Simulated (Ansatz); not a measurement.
Structure: a 14-atom cell of Si3Ge3N8 built on β-Si3N4 (relaxed group Pm), at its r2SCAN minimum. Space group Pm (No. 6), monoclinic; conventional cell a = 7.809 Å, b = 2.992 Å, c = 7.835 Å, β = 119.9°, 11.34 Å³ an atom. Si is surrounded by 4 N at 1.74–1.78 Å; Si is surrounded by 4 N at 1.74–1.77 Å; Si is surrounded by 4 N at 1.73–1.78 Å; Ge is surrounded by 4 N at 1.80–1.85 Å; Ge is surrounded by 4 N at 1.81–1.83 Å; Ge is surrounded by 4 N at 1.80–1.82 Å; N is surrounded by 1 Si at 1.74 Å and 2 Ge at 1.82–1.83 Å; N is surrounded by 2 Si at 1.74 Å and 1 Ge at 1.82 Å (further sites aren't listed).

4 runs of Ansatz 0.2.0 on this cell differ in the functional (and in the settings that go with it). Levels are in eV from each run's valence top; v1 is the last filled band, c1 the first empty one.

Run A, mean stress 0.0 GPa (compression positive):
```tsv
point	v2	v1	c1	c2
Γ	-0.35	-0.06	3.90	4.66
Z	-1.21	-1.17	4.98	5.09
D	-0.95	-0.93	4.96	5.03
B	-0.24	-0.10	4.44	4.98
A	-0.23	-0.09	4.54	4.99
E	-1.02	-0.90	4.84	5.11
```

Run B, mean stress -0.6 GPa (compression positive):
```tsv
point	v2	v1	c1	c2
Γ	-0.35	-0.06	4.91	5.52
Z	-1.28	-1.22	5.84	5.93
D	-0.97	-0.97	5.84	5.95
B	-0.24	-0.10	5.41	5.83
A	-0.23	-0.10	5.49	5.90
E	-1.05	-0.93	5.76	5.98
```

Run C, mean stress -0.8 GPa (compression positive):
```tsv
point	v2	v1	c1	c2
Γ	-0.35	-0.07	5.66	6.28
Z	-1.29	-1.22	6.60	6.69
D	-0.98	-0.97	6.60	6.71
B	-0.24	-0.10	6.16	6.59
A	-0.24	-0.10	6.25	6.66
E	-1.05	-0.94	6.52	6.74
```

Run D, mean stress +6.1 GPa (compression positive):
```tsv
point	v2	v1	c1	c2
Γ	-0.34	-0.05	3.38	4.05
Z	-1.16	-1.14	4.41	4.53
D	-0.92	-0.89	4.35	4.47
B	-0.23	-0.09	3.88	4.35
A	-0.23	-0.09	3.96	4.41
E	-0.99	-0.87	4.26	4.53
```

Task: Match the runs to PBE, r2SCAN, HSE06, PBE0.

Result: A is r2SCAN, B is HSE06, C is PBE0, D is PBE. In order of the gap: PBE 3.38, r2SCAN 3.90, HSE06 4.91, PBE0 5.66 eV. The stress vanishes for r2SCAN, which relaxed the cell.

Simulation only: spin-unpolarised, and no claim that this is the phase found in nature.

The runs are scalar-relativistic, without spin-orbit coupling.

The stress of a hybrid is loosely converged in these runs.

The meshes of the hybrids are coarse, so their gaps aren't converged to the digits shown.
